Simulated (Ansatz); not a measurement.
Each is relaxed and computed with PBEsol in the plane-wave PAW code Ansatz. Which is the only metal?
A) Zr2C, P4/nmm (Zr on 2a, Zr on 2c, C on 2c)
B) SiC3, P-4m2 (C on 1a, C on 2g, Si on 1c)
C) BaCuSF, P4/nmm (Ba on 2c, Cu on 2b, S on 2c, F on 2a)
D) B4C, Cm (Pearson symbol mS30)

A, Zr2C, P4/nmm (Zr on 2a, Zr on 2c, C on 2c). Zr2C: metal; BaCuSF: gap 1.48 eV (direct); B4C: gap 2.82 eV (indirect); SiC3: gap 1.15 eV (indirect). Constructed cells (a structure type filled with these elements, in neither database checked): Zr2C, P4/nmm (Zr on 2a, Zr on 2c, C on 2c). Typed or built starts, not in the databases checked: SiC3, P-4m2 (C on 1a, C on 2g, Si on 1c). Standing as an ambient phase not checked: BaCuSF, P4/nmm (Ba on 2c, Cu on 2b, S on 2c, F on 2a); B4C, Cm (Pearson symbol mS30). All cells were relaxed under the symmetry of their starts (and spin orders); stability against distortions was not tested throughout. Named crystals with no word on spin ran without spin polarisation. Spin–orbit coupling is left out wherever it is not named.

Potentials: the earlier of the program's two PAW sets. The files were generated under PBE; for other functionals the program regenerates the frozen cores, and for LDA and PBEsol the local potential too.
